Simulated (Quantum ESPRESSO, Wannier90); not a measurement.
## Hg₂SeS (P-4m2), plane waves to Wannier functions

Materials Project entry mp-1223907; symmetrised, unrelaxed at this level. Not found in the COD (Crystallography Open Database) copy used; not checked further. Level: PBEsol, no spin polarisation, no spin-orbit coupling; pw.x of Quantum ESPRESSO at 69 Ry with PseudoDojo potentials, 8×8×6 k-points, Wannier90. Density: 8×8×6 mesh, Gaussian smearing 0.01 Ry. Spin-orbit coupling is left out although heavy elements are present.

On the energy scale of pw.x, whose zero is arbitrary, the Fermi level lies at 7.93 eV.

Input w.win:

```
num_bands = 2
num_wann = 2
exclude_bands = 1-13,16-53
num_iter = 1000
conv_tol = 1.0e-6
conv_window = 4
write_hr = true
write_u_matrices = true
auto_projections = true
begin unit_cell_cart
ang
    4.2901400000    0.0000000000    0.0000000000
    0.0000000000    4.2901400000    0.0000000000
    0.0000000000    0.0000000000    6.0591000000
end unit_cell_cart
begin atoms_frac
Hg   0.5000000000  0.0000000000 -0.2378200000
Hg   0.0000000000  0.5000000000  0.2378200000
Se   0.0000000000  0.0000000000  0.5000000000
S    0.5000000000  0.5000000000  0.0000000000
end atoms_frac
mp_grid = 8 8 6
begin kpoints
0.0000000000 0.0000000000 0.0000000000
0.0000000000 0.0000000000 0.1666666667
0.0000000000 0.0000000000 0.3333333333
... (381 more lines: the 8x8x6 mesh through Gamma)
end kpoints
```

Input of pw2wannier90.x that gives the overlap and projection files (equivalent; here they were cut from one run over all bands):

```
&inputpp
  outdir = './out'
  prefix = 'pwscf'
  seedname = 'w'
  write_amn = .true.
  write_mmn = .true.
  atom_proj = .true.
  atom_proj_exclude = 1 2 3 4 5 6 7 8 9 10 11 12 13 14 15 16 17 18 19 20 21 22 23 24 25 27 28 29 31 32 33
/
```

Output w.wout (banner and timings cut):

```
                                    ------
                                    SYSTEM
                                    ------

                              Lattice Vectors (Ang)
                    a_1     4.290140   0.000000   0.000000
                    a_2     0.000000   4.290140   0.000000
                    a_3     0.000000   0.000000   6.059100

                   Unit Cell Volume:     111.51956  (Ang^3)

                        Reciprocal-Space Vectors (Ang^-1)
                    b_1     1.464564   0.000000   0.000000
                    b_2     0.000000   1.464564   0.000000
                    b_3     0.000000   0.000000   1.036983

 *----------------------------------------------------------------------------*
 |   Site       Fractional Coordinate          Cartesian Coordinate (Ang)     |
 +----------------------------------------------------------------------------+
 | hg   1   0.50000   0.00000  -0.23782   |    2.14507   0.00000  -1.44098    |
 | hg   2   0.00000   0.50000   0.23782   |    0.00000   2.14507   1.44098    |
 | se   1   0.00000   0.00000   0.50000   |    0.00000   0.00000   3.02955    |
 | s    1   0.50000   0.50000   0.00000   |    2.14507   2.14507   0.00000    |
 *----------------------------------------------------------------------------*
                                ------------
                                K-POINT GRID
                                ------------

             Grid size =  8 x  8 x  6      Total points =  384

 *---------------------------------- MAIN ------------------------------------*
 |  Number of Wannier Functions               :                 2             |
 |  Number of Objective Wannier Functions     :                 2             |
 |  Number of input Bloch states              :                 2             |
 |  Output verbosity (1=low, 5=high)          :                 1             |
 |  Timing Level (1=low, 5=high)              :                 1             |
 |  Optimisation (0=memory, 3=speed)          :                 3             |
 |  Length Unit                               :               Ang             |
 |  Post-processing setup (write *.nnkp)      :                 F             |
 |  Using Gamma-only branch of algorithms     :                 F             |
 *----------------------------------------------------------------------------*
 *------------------------------- WANNIERISE ---------------------------------*
 |  Total number of iterations                :              1000             |
 |  Number of CG steps before reset           :                 5             |
 |  Trial step length for line search         :             2.000             |
 |  Convergence tolerence                     :         0.100E-05             |
 |  Convergence window                        :                 4             |
 |  Iterations between writing output         :                 1             |
 |  Iterations between backing up to disk     :               100             |
 |  Write r^2_nm to file                      :                 F             |
 |  Write xyz WF centres to file              :                 F             |
 |  Write on-site energies <0n|H|0n> to file  :                 F             |
 |  Use guiding centre to control phases      :                 F             |
 |  Use phases for initial projections        :                 F             |
 *----------------------------------------------------------------------------*
 *-------------------------------- PLOTTING ----------------------------------*
 |  Plotting Hamiltonian in WF basis          :                 T             |
 *----------------------------------------------------------------------------*

       ... (k-mesh section left out)

 Starting a new Wannier90 calculation ...

 Reading overlaps from w.mmn

 Reading projections from w.amn

 *------------------------------- WANNIERISE ---------------------------------*
 +--------------------------------------------------------------------+<-- CONV
 | Iter  Delta Spread     RMS Gradient      Spread (Ang^2)            |<-- CONV
 +--------------------------------------------------------------------+<-- CONV

 ------------------------------------------------------------------------------
 Initial State
  WF centre and spread    1  ( -0.000000,  0.000000,  3.029550 )     1.39034672
  WF centre and spread    2  (  2.145070,  2.145070,  0.000000 )     1.33081243
  Sum of centres and spreads (  2.145070,  2.145070,  3.029550 )     2.72115916

      0     0.272E+01     0.0000000000        2.7211591537  <-- CONV
        O_D=      0.0003010 O_OD=      0.0006535 O_TOT=      2.7211592 <-- SPRD
 ------------------------------------------------------------------------------
      1    -0.774E-05     0.0018288769        2.7211514185  <-- CONV
        O_D=      0.0002995 O_OD=      0.0006473 O_TOT=      2.7211514 <-- SPRD
      2    -0.165E-05     0.0006443519        2.7211497652  <-- CONV
        O_D=      0.0002995 O_OD=      0.0006456 O_TOT=      2.7211498 <-- SPRD
      3    -0.149E-06     0.0003814269        2.7211496163  <-- CONV
        O_D=      0.0002994 O_OD=      0.0006456 O_TOT=      2.7211496 <-- SPRD
      4    -0.209E-08     0.0000524096        2.7211496142  <-- CONV
        O_D=      0.0002994 O_OD=      0.0006456 O_TOT=      2.7211496 <-- SPRD
      5    -0.318E-09     0.0000195695        2.7211496139  <-- CONV
        O_D=      0.0002994 O_OD=      0.0006456 O_TOT=      2.7211496 <-- SPRD
      6    -0.555E-10     0.0000099606        2.7211496139  <-- CONV
        O_D=      0.0002994 O_OD=      0.0006456 O_TOT=      2.7211496 <-- SPRD
             <<<     Delta < 1.000E-06  over  4 iterations     >>>
             <<< Wannierisation convergence criteria satisfied >>>
 Final State
  WF centre and spread    1  ( -0.000000,  0.000000,  3.029550 )     1.39043401
  WF centre and spread    2  (  2.145070,  2.145070,  0.000000 )     1.33071561
  Sum of centres and spreads (  2.145070,  2.145070,  3.029550 )     2.72114962

         Spreads (Ang^2)       Omega I      =     2.720204678
        ================       Omega D      =     0.000299381
                               Omega OD     =     0.000645555
    Final Spread (Ang^2)       Omega Total  =     2.721149614
```
